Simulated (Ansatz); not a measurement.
Input and command of a plane-wave DFT calculation in Ansatz:

```yaml
crystal:
  lattice:
    - [0.0, 4.6383824954, 4.6383824954]
    - [4.6383824954, 0.0, 4.6383824954]
    - [4.6383824954, 4.6383824954, 0.0]
  atoms:
    - { symbol: Ca, position: [0.625, 0.625, 0.625] }
    - { symbol: Ca, position: [0.125, 0.625, 0.625] }
    - { symbol: Ca, position: [0.625, 0.625, 0.125] }
    - { symbol: Ca, position: [0.625, 0.125, 0.625] }
    - { symbol: I, position: [0.0, 0.0, 0.0] }
    - { symbol: I, position: [0.25, 0.25, 0.25] }
basis:
  ecutwfc: 420
kpoints:
  mp_grid: { grid: [4, 4, 4] }
hamiltonian:
  xc: pbe
scf:
  occupations: { method: gaussian, width: 0.1 }
  lower_state_search: "off"
output:
  forces: true
  stress: true
  eigenvalues: true
```

```bash
ansatz run input.yaml --threads 1 --pin off --max-ram 2560MiB --backend cpu --events-out ev --progress --plain --runs-dir out
```

Processor: Intel(R) Xeon(R) Platinum 8259CL CPU @ 2.50GHz (Skylake/Cascade Lake), 1 thread, on a host shared with other jobs.

Question: Estimate time, memory and problem size.

Answer: About 5 s on 1 thread of Intel(R) Xeon(R) Platinum 8259CL CPU @ 2.50GHz (Skylake/Cascade Lake), with other jobs on the host, peak memory 0.48 GiB. It solves 45 bands at 8 k points (the mesh reduced by the symmetry that the task leaves, which can be less than the crystal's) with about 3839 plane waves, in 7 SCF iterations.
